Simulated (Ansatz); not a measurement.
Be (hcp, Mg type)

```yaml
crystal:
  lattice:
    - [2.26472, 0.00000, 0.00000]
    - [-1.13236, 1.96131, 0.00000]
    - [0.00000, 0.00000, 3.56124]
  atoms:
    - { symbol: Be, position: [0.33333, 0.66667, 0.75000] }
    - { symbol: Be, position: [0.66667, 0.33333, 0.25000] }
```

A phonon eigenvector at Γ is frozen into this cell: atom i moves by Q times the vector below, so Q is the largest atomic displacement, in Å. The cell is held.

```tsv
atom	x	y	z
Be1	0.000	0.000	-1.000
Be2	0.000	0.000	1.000
```

Method: PBE (plane waves to 420 eV, PAW, scalar-relativistic; Ansatz, a program for electronic structure). k mesh 23×23×13 (Γ-centred), Fermi-Dirac smearing 0.05 eV. E stands for the smeared free energy. With partly filled bands, energies and forces of such displacements shift with the k mesh and the smearing. Be was relaxed with its symmetry unable to fall. ΔE is measured from the undisplaced structure. The last digit holds for this mesh only.

```csv
Q (Å),ΔE (meV/cell)
-0.1000,withheld
-0.0833,111.8
-0.0667,71.2
-0.0500,39.9
-0.0333,17.7
-0.0167,4.4
0.0000,0.0
0.0167,4.4
0.0333,17.7
0.0500,39.9
0.0667,71.2
0.0833,111.8
0.1000,withheld
```

Task: Fit an even polynomial form (powers 2, 4) to the given rows and predict ΔE at Q = 0.1000.

Result: Least squares on the 11 given rows: ΔE = (15860)·Q² + (36180)·Q⁴, in meV/cell with Q in Å; root-mean-square residual 0.05 meV/cell. At 0.1000 the fit gives 162.2 meV/cell; the calculation gives 161.9 meV/cell, so the extrapolation is off by 0.3 (+0.2 %). The quadratic term alone would give 158.6 meV/cell.

(A displaced cell: forces are minus the slopes of the energy, force constants its curvatures, and phonons follow from these.)
